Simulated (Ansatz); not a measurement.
A structure of MgO relaxed with PBEsol (plane waves to 420 eV, PAW, scalar-relativistic; Ansatz, a first-principles code); single points at other levels follow on the same geometry (Ansatz, PAW; HSE06 at 420 eV on a 8×8×2 k-mesh; no spin-orbit coupling). Space group P6₃mc (No. 186).

Space group P6₃mc (No. 186); a = 3.255 Å, b = 3.255 Å, c = 10.415 Å, α = 90.00°, β = 90.00°, γ = 120.00°

| atom | site | symmetry | x | y | z |
|---|---|---|---|---|---|
| Mg | 2a | 3m. | 0.0000 | 0.0000 | 0.4965 |
| Mg | 2b | 3m. | 0.3333 | 0.6667 | 0.2452 |
| O | 2a | 3m. | 0.0000 | 0.0000 | 0.3051 |
| O | 2b | 3m. | 0.3333 | 0.6667 | 0.0555 |

```tsv
level	gap (eV)	kind	conduction minimum
PBEsol	3.46	direct	Γ
HSE06	(withheld)	–	(withheld)
```

Problem. Some entries are withheld; supply them.

Solution. 
- HSE06, gap (eV): 5.19
- HSE06, conduction minimum: Γ

No spin polarisation in the result.

It was reached from a disturbed copy of a P6₃mc (No. 186) cell (AFLOW prototype AB_hP8_186_ab_ab (B5, as in SiC)), against which it lies under 1 meV/atom.

The first start was generated by placing the elements on the sites of a structure type. Materials Project lists a structure of MgO in the same space group, P6₃mc (No. 186); the sites were not compared with it, nor with measured phases. Known forms of MgO include space group No. 225.
